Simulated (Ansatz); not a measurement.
LaCoO3 (cubic perovskite, Pm-3m) under volume change, DFT-PBEsol in the program Ansatz with PAW potentials, scaled uniformly.

| V (Å³/atom) | E − E(relaxed) (meV/atom) | P (GPa) |
|---|---|---|
| 9.813 | 67.1 | 23.28 |
| 10.136 | 29.0 | 15.20 |
| 10.460 | ___ | ___ |
| 10.783 | 0.0 | 0.00 |
| 11.107 | ___ | ___ |
| 11.430 | 22.7 | -10.48 |
| 11.754 | 48.0 | -14.51 |

**Question.** Some entries are withheld; supply them.

**Answer.** 
- 11.107, E − E(relaxed) (meV/atom): 6.1
- 11.107, P (GPa): -5.83
- 10.460, E − E(relaxed) (meV/atom): 6.8
- 10.460, P (GPa): 6.98

**Question.** What does a third-order Birch–Murnaghan fit give for V₀, B₀ and B′?

**Answer.** V₀ = 10.80 Å³/atom, B₀ = 205 GPa, B′ = 4.0.

The workflow started from an entry of the Crystallography Open Database (COD), which files this formula under 3 space groups. Whether it is the stable phase at ambient conditions was not checked. The cell was relaxed with PBEsol under the symmetry of its start; whether a distortion lowers the energy is not shown. Magnetic state: ferromagnetic, the only order run, not a proven ground state. The cell computed holds one magnetic atom, so no antiferromagnetic order was within reach. No Hubbard U is applied. Scalar-relativistic: spin–orbit coupling is off unless named, which matters more the heavier the elements.

Potentials: the later of the program's two PAW sets.
